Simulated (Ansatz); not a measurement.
# Calculated quadrupolar parameters for Na2BeSiO4

The cell is a Materials Project structure (computed, not necessarily an observed phase), taken as it stands.

Space group P2_1/c (No. 14); a = 7.0103, b = 4.9349, c = 9.8886 Å, β = 90.01°.

```
site  Wyckoff  site symmetry       x       y       z
 Na1       4e              1  0.0020  0.7086  0.6096
 Na2       4e              1  0.2657  0.1831  0.6408
  Be       4e              1  0.4987  0.3415  0.4122
  Si       4e              1  0.7234  0.3439  0.1578
 O17       4e              1  0.5624  0.3323  0.5746
 O18       4e              1  0.3133  0.3367  0.8796
 O22       4e              1  0.9416  0.2642  0.1245
 O26       4e              1  0.6828  0.2067  0.8192
```

One atom of each set is listed.

Computed with Ansatz: DFT, PBE, plane waves and PAW, scalar-relativistic, 420 eV cutoff, Γ-centred 3×4×2 k-points, Fermi–Dirac smearing 0.02 eV.

Conventions: |V_zz| ≥ |V_yy| ≥ |V_xx|, η = (V_xx − V_yy)/V_zz, C_Q = eQV_zz/h.

23Na: I = 3/2, Q = 104.0 mb; ⁹Be: I = 3/2, Q = 52.88 mb; O-17: I = 5/2, Q = -25.58 mb. Quadrupole moments are those of Pyykkö's year-2017 table.

Q: What field gradients does the calculation give at each kind of site?

A: 

| site | atoms | first shell | V_zz (10²¹ V/m²) | η | C_Q (MHz) |
| --- | --- | --- | --- | --- | --- |
| Na1 | 4 | 6 O at 2.30–2.66 Å | -0.84 | 0.85 | -2.12 |
| Na2 | 4 | 6 O at 2.29–2.64 Å | -1.17 | 0.31 | -2.95 |
| Be | 4 | 4 O at 1.60–1.67 Å | 0.27 | 0.86 | 0.346 |
| Si | 4 | 4 O at 1.61–1.65 Å | -1.95 | 0.45 | – |
| O17 | 4 | 1 Si at 1.65 Å, 2 Be at 1.67 Å; also 1 Na at 2.30 Å | 5.55 | 0.71 | -3.43 |
| O18 | 4 | 1 Be at 1.60 Å, 1 Si at 1.64 Å, angle 134°; also 3 Na at 2.30–2.61 Å | 5.37 | 0.14 | -3.32 |
| O22 | 4 | 1 Si at 1.61 Å, 3 Na at 2.29–2.38 Å; also 2 Na at 2.64–2.66 Å | 4.34 | 0.15 | -2.68 |
| O26 | 4 | 1 Be at 1.60 Å, 1 Si at 1.64 Å, angle 132°; also 3 Na at 2.32–2.64 Å | 5.23 | 0.25 | -3.23 |

At O18 and O26 V_zz runs parallel to the line that joins its two neighbours (within 12°) in each case. At O17 V_zz points along its one bond to Si (within 4°). At O22 V_zz points along its shortest bond, to Si (within 3°).

Si has no stable isotope with a ground-state quadrupole moment in the table, so no C_Q is given.

At this cell the principal stresses reach 5 GPa in size with PBE, which can matter for small gradients. The largest force is 0.3 eV/Å, so the atoms aren't at the calculated equilibrium and relaxing them would move these values.

Hardware: 1 thread of Arm Neoverse V1 (aarch64; 8 cores open to the job, memory cap 2.5 GiB, no GPU), a shared host with a load of 0.5 a core. Wall time 62 s, CPU time 63 s, peak memory 0.81 GiB.
